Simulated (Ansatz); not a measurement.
ScIr3 in space group I4/mmm (No. 139; Ir on 2b, Ir on 4d, Sc on 2a) at seven volumes, PBE (plane waves, PAW; program Ansatz), shape and atoms relaxed at each. One row is withheld.

```csv
V (Å³/atom),P (GPa)
14.025,28.52
14.488,17.32
14.950,?
15.412,0.00
15.875,-6.65
16.337,-12.23
16.799,-16.90
```

**Question.** Fit the shown pressures and predict the withheld one.

**Answer.** Third-order Birch–Murnaghan: P = (3/2)B₀(x^(7/2) − x^(5/2))[1 + (3/4)(B′ − 4)(x − 1)] with x = (V₀/V)^(2/3). Least squares on the six rows gives V₀ = 15.412 Å³/atom, B₀ = 241.1 GPa, B′ = 4.79. At V = 14.950, x = 1.0205 and P = 7.89 GPa. The run itself gave 7.91 GPa.

The cell is a constructed one: a structure type filled with these elements; neither database checked (COD, Materials Project) lists it. Its standing as an ambient phase is unchecked. The cell was relaxed with PBE under the symmetry of its start; whether a distortion lowers the energy is not shown. The run is not spin-polarised. Scalar-relativistic: spin–orbit coupling is off unless named, which matters more the heavier the elements.

Potentials: the earlier of the program's two PAW sets.
